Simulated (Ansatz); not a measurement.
Relaxed SrVO₃ (cubic perovskite):

```
SrVO3
1.0
    3.85762     0.00000     0.00000
    0.00000     3.85762     0.00000
    0.00000     0.00000     3.85762
Sr V O
1 1 3
Direct
  0.00000   0.00000   0.00000
  0.50000   0.50000   0.50000
  0.00000   0.50000   0.50000
  0.50000   0.50000   0.00000
  0.50000   0.00000   0.50000
```

In this cell atom 3 (O, nearest neighbour V at 1.929 Å; its periodic images, 3.9 Å or more away, move with it) is moved by s along Cartesian [111], unit vector (0.577, 0.577, 0.577); all other atoms and the cell stay fixed.

Computed with PBE (plane waves to 420 eV, PAW, scalar-relativistic; Ansatz, a first-principles code). k mesh 10×10×10 (Γ-centred), Fermi-Dirac smearing 0.05 eV. The energy includes the smearing's −TS. With partly filled bands, energies and forces of such displacements shift with the k mesh and the smearing. SrVO3 is run without spin polarisation and with no Hubbard U. SrVO3 was relaxed with its symmetry unable to fall. The zero of ΔE is the undisplaced structure. The last digit holds for this mesh only.

| s (Å) | ΔE (meV/cell) |
|---|---|
| -0.580 | withheld |
| -0.464 | 976.8 |
| -0.348 | 547.8 |
| -0.232 | 241.7 |
| -0.116 | 60.1 |
| 0.000 | 0.0 |
| 0.116 | 60.1 |
| 0.232 | 241.7 |
| 0.348 | 547.8 |
| 0.464 | 976.8 |
| 0.580 | withheld |

Q: Fit an even polynomial form (powers 2, 4, 6) to the given rows and predict ΔE at s = -0.580.

A: Least squares on the 9 given rows: ΔE = (4452)·s² + (842.5)·s⁴ + (-2073)·s⁶, in meV/cell with s in Å; root-mean-square residual 0.04 meV/cell. At -0.580 the fit gives 1514.1 meV/cell; the calculation gives 1535.8 meV/cell, so the extrapolation is off by -21.7 (-1.4 %). The quadratic term alone would give 1497.7 meV/cell.

(A displaced cell: forces are minus the slopes of the energy, force constants its curvatures, and phonons follow from these.)
